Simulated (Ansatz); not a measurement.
Data:

InP:
```cif
data_InP
_chemical_formula_sum 'In1 P1'
_space_group_name_H-M_alt 'P 1'
_space_group_IT_number 1
_cell_length_a 3.44810
_cell_length_b 3.44810
_cell_length_c 3.44810
_cell_angle_alpha 90.000
_cell_angle_beta 90.000
_cell_angle_gamma 90.000
loop_
_space_group_symop_operation_xyz
  'x, y, z'
loop_
_atom_site_label
_atom_site_type_symbol
_atom_site_fract_x
_atom_site_fract_y
_atom_site_fract_z
_atom_site_occupancy
In1 In 0.00000 0.00000 0.00000 1
P1 P 0.50000 0.50000 0.50000 1
```

This is the PBE-relaxed structure.

### Question
All from plane-wave PAW PBE (Ansatz code), unless another level is named. Estimate the electronic character.

### Answer
metallic (no gap).

### Question
Predict the formation energy from the elements (no fitted shifts).

### Answer
362 meV/atom.

### Question
Predict the density of states at the Fermi level.

### Answer
0.60 states/eV per atom (mean over ±0.08 eV).

### Question
Give the gap with spin–orbit coupling.

### Answer
none (metallic).

Space group Pm-3m (CsCl type). The cell is a constructed one: a structure type filled with these elements; neither database checked (COD, Materials Project) lists it. It is not the phase usual at ambient conditions (space group No. 216). Symmetry was held in the PBE relaxation; its stability against distortions is not shown here. The references are the lowest solids computed at this level, not always the standard phases. Spin–orbit coupling is left out wherever it is not named.

Potentials: the earlier of the program's two PAW sets.
